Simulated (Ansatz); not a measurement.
# Ga2Pt: computed property card

Ga₂Pt:
```
CELL_PARAMETERS angstrom
      0.00000     2.95970     2.95970
      2.95970     0.00000     2.95970
      2.95970     2.95970     0.00000
ATOMIC_POSITIONS crystal
  Ga 0.75000 0.75000 0.75000
  Ga 0.25000 0.25000 0.25000
  Pt 0.00000 0.00000 0.00000
```

Space group Fm-3m (No. 225), fluorite or antifluorite type; conventional cell a = 5.9194 Å, b = 5.9194 Å, c = 5.9194 Å, α = 90.00°, β = 90.00°, γ = 90.00°.

Method: PBEsol in the plane-wave PAW code Ansatz. Structure relaxed to zero pressure with the same functional. Other levels are named where they apply.

### Cell and energy

```
Quantity                                                       Value
-----------------------------------------------------  -------------
Volume per atom                                             17.28 Å³
Density                                                  10.71 g/cm³
Formation energy from the elements (no fitted shifts)  -0.58 eV/atom
```

### Electronic structure

```
Quantity                                                                     Value
------------------------------------  --------------------------------------------
Electronic character                                             metallic (no gap)
Density of states at the Fermi level  0.38 states/eV per atom (mean over ±0.08 eV)
Gap with spin–orbit coupling                                       none (metallic)
```

### Mechanics

```
Item                                                                           Value
--------------------------------------------  --------------------------------------
Bulk modulus (Birch–Murnaghan fit)                                           130 GPa
Pressure derivative B′                                                           5.5
Elastic constants (relaxed ions, GPa)               C11 = 152, C12 = 121, C44 = 30.0
Mechanical stability                          stable (all eigenvalues of C positive)
Hill bulk and shear moduli                                          131 and 23.0 GPa
Young's modulus                                                             65.2 GPa
Poisson's ratio                                                                 0.42
Debye temperature from the elastic constants                                   191 K
```

### Phonons

```
Item                                            Value
-----------------------------  ----------------------
Highest zone-centre frequency               171 cm^-1
Zone-centre stability          no imaginary mode at Γ
```

The workflow started from a Materials Project entry (that database holds measured and hypothetical structures alike); the Crystallography Open Database files this formula in space group No. 225, but the cells were not matched. Whether it is the stable phase at ambient conditions was not checked. Symmetry was held in the PBEsol relaxation. The run is not spin-polarised. As this level gives no gap, shear constants depend on the k-mesh and smearing (Fermi–Dirac, 0.1 eV here). As this level gives no gap, phonon frequencies hold no LO–TO term and depend on the k-mesh and smearing (Fermi–Dirac, 0.1 eV here). The references are the lowest solids computed at this level, not always the standard phases. Spin–orbit coupling is left out wherever it is not named.

Potentials: the later of the program's two PAW sets.
